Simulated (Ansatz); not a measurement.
TiC$_{2}$:
```
CELL_PARAMETERS angstrom
      2.67033     0.00000     0.00000
     -1.33517     2.31257     0.00000
      0.00000     0.00000     3.86344
ATOMIC_POSITIONS crystal
  Ti 0.00000 0.00000 0.00000
  C  0.33333 0.66667 0.50000
  C  0.66667 0.33333 0.50000
```

Relaxed with plane-wave PAW PBE (Ansatz code). Indices refer to the conventional cell of P6/mmm, a = 2.6703 Å, b = 2.6703 Å, c = 3.8634 Å, α = 90.00°, β = 90.00°, γ = 120.00°.

**Question.** Simulate the powder diffraction pattern (neutron, λ = 1.5401 Å; lines above 1 %) up to 2θ = 90°.

**Answer.** Simulated powder pattern, neutron, λ = 1.5401 Å (kinematic, ideal powder, no thermal factors, coherent scattering alone; the 30 strongest lines at most, above 1 %, up to 2θ = 90°):

```json
[
 {"2θ (°)": "22.99", "d (Å)": "3.863", "I/Imax (%)": "100", "hkl": "(0001)"},
 {"2θ (°)": "38.90", "d (Å)": "2.313", "I/Imax (%)": "41", "hkl": "(1 0 -1 0)"},
 {"2θ (°)": "45.67", "d (Å)": "1.984", "I/Imax (%)": "6.2", "hkl": "(1 0 -1 1)"},
 {"2θ (°)": "46.99", "d (Å)": "1.932", "I/Imax (%)": "9.3", "hkl": "(0002)"},
 {"2θ (°)": "62.59", "d (Å)": "1.483", "I/Imax (%)": "37", "hkl": "(1 0 -1 2)"},
 {"2θ (°)": "70.44", "d (Å)": "1.335", "I/Imax (%)": "15", "hkl": "(1 1 -2 0)"},
 {"2θ (°)": "73.45", "d (Å)": "1.288", "I/Imax (%)": "14", "hkl": "(0003)"},
 {"2θ (°)": "75.21", "d (Å)": "1.262", "I/Imax (%)": "79", "hkl": "(1 1 -2 1)"},
 {"2θ (°)": "83.51", "d (Å)": "1.156", "I/Imax (%)": "13", "hkl": "(2 0 -2 0)"},
 {"2θ (°)": "86.38", "d (Å)": "1.125", "I/Imax (%)": "2.5", "hkl": "(1 0 -1 3)"},
 {"2θ (°)": "88.08", "d (Å)": "1.108", "I/Imax (%)": "2.5", "hkl": "(2 0 -2 1)"},
 {"2θ (°)": "89.03", "d (Å)": "1.098", "I/Imax (%)": "23", "hkl": "(1 1 -2 2)"}
]
```

The start of the workflow was typed in or built on a structure type; neither database checked (COD, Materials Project) lists it. Whether it is the stable phase at ambient conditions was not checked. The PBE relaxation kept the symmetry of its start; its stability against distortions is not shown here. No spin polarisation was allowed. The volume moved by 22 % from the start of the relaxation. Its formation energy is positive at this level, so the cell may be metastable or incomplete.

Potentials: the earlier of the program's two PAW sets.
